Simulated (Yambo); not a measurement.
```xyz
10
Lattice="3.2721 -5.2948 0.0000 3.2721 5.2948 0.0000 0.0000 0.0000 4.0483" Properties=species:S:1:pos:R:3 pbc="T T T"
F      3.2721     2.1518     0.0000
F      3.2721    -2.1518     0.0000
F      1.2385    -1.5246     2.0242
F      5.3056     1.5246     2.0242
F      1.2385     1.5246     2.0242
F      5.3056    -1.5246     2.0242
F      3.2721     0.0000     2.0242
K      0.0000     0.0000     0.0000
Sc     3.2721     2.0482     2.0242
Sc     3.2721    -2.0482     2.0242
```

Workflow: norm-conserving PBEsol (Quantum ESPRESSO, 84 Ry, no spin-orbit coupling), then G0W0 in Yambo (2×2×4 Γ-centred k mesh, bands 3 to 166 and a 6 Ry block in the screening, 166 bands in G with the Bruneval-Gonze terminator, plasmon pole fitted at 27.2 eV).

Question: Give the PBEsol and G0W0 gaps between the band edges found on this mesh, and say where the edges lie.

Answer: Edges: Γ → (-0.5, -0.5, 0). PBEsol: 5.87 eV; G0W0: 10.71 eV. Nearest settings tried, and what they do to the gap: 115 bands in W, 115 bands in G: +87 meV; 1 Ry block (17 vectors against 241): +3060 meV. Not varied: mesh. So the settings aren't converged at that level. 

Geometry of the Materials Project entry, not relaxed at this level.

The structure is a Materials Project entry; no match was found in the copy of COD used, and its stability was not checked.
